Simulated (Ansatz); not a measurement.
RuS in the zincblende structure

Level of theory: DFT, PBE, scalar-relativistic, no spin polarisation; plane waves to 420 eV with PAW datasets (Ansatz 0.2.0), 10×10×10 k-mesh, Gaussian smearing of 0.05 eV. The datasets are Ansatz's generated set soft_2.

```cif
data_structure
_symmetry_space_group_name_H-M 'P 1'
_symmetry_Int_Tables_number 1
_cell_length_a 3.6777
_cell_length_b 3.6777
_cell_length_c 3.6777
_cell_angle_alpha 60.000
_cell_angle_beta 60.000
_cell_angle_gamma 60.000
_cell_volume 35.17
loop_
_atom_site_label
_atom_site_type_symbol
_atom_site_fract_x
_atom_site_fract_y
_atom_site_fract_z
_atom_site_occupancy
Ru1 Ru 0.00000 0.00000 0.00000 1
S1 S 0.25000 0.25000 0.25000 1
```

The structure was built from a prototype; whether the compound forms in it isn't claimed.

The cell above was scaled in volume, its shape and atoms being fixed by the lattice's symmetry. Energies are counted from the cell above.

The cell is relaxed to zero pressure at this level.

| V (Å³/atom) | ΔE (meV/atom) | P from the stress (GPa) |
| --- | --- | --- |
| 16.619 | 27.19 | 9.54 |
| 16.883 | 13.93 | 6.63 |
| 17.235 | 3.33 | 3.11 |
| 17.587 | 0.00 | -0.01 |
| 17.938 | 3.14 | -2.78 |
| 18.290 | 12.04 | -5.25 |
| 18.818 | 34.78 | -8.44 |
| 19.345 | 67.11 | -11.10 |

Problem. Do the energies and the pressures agree? Compare −ΔE/ΔV between neighbouring points (1 meV/Å³ = 0.1602 GPa) with the mean of their pressures.

Solution. 
```csv
interval (Å³/atom),−ΔE/ΔV (GPa),mean P (GPa)
16.62 to 16.88,8.1,8.1
16.88 to 17.23,4.8,4.9
17.23 to 17.59,1.5,1.6
17.59 to 17.94,-1.4,-1.4
17.94 to 18.29,-4.1,-4.0
18.29 to 18.82,-6.9,-6.8
18.82 to 19.35,-9.8,-9.8
```
They differ by 0.06 GPa at most.

Problem. What do the two routes give for V0, B0 and B0′?

Solution. A third-order Birch–Murnaghan fit of the energies: V0 = 17.58 Å³/atom, B0 = 147 GPa, B0′ = 4.9. A polynomial of P in ln V, with B = −dP/d ln V at P = 0: V0 = 17.59 Å³/atom, B0 = 147 GPa, B0′ = 4.9.

B0·V0 = 147.2 GPa × 17.58 Å³ = 16.16 eV/atom sets the scale: near the minimum ΔE ≈ ½ B0 V0 x², with x = V/V0 − 1, and a pressure of 1.5 GPa squeezes the volume by about 1 %. At the ends of the curve: x = −5.5 % predicts 24.3 meV/atom and the run gives 27.2; x = +10.0 % predicts 81.0 meV/atom and the run gives 67.1. Compression costs more and expansion less than the parabola says, since the crystal stiffens as it shrinks; B0′ measures that. The run is a metal.
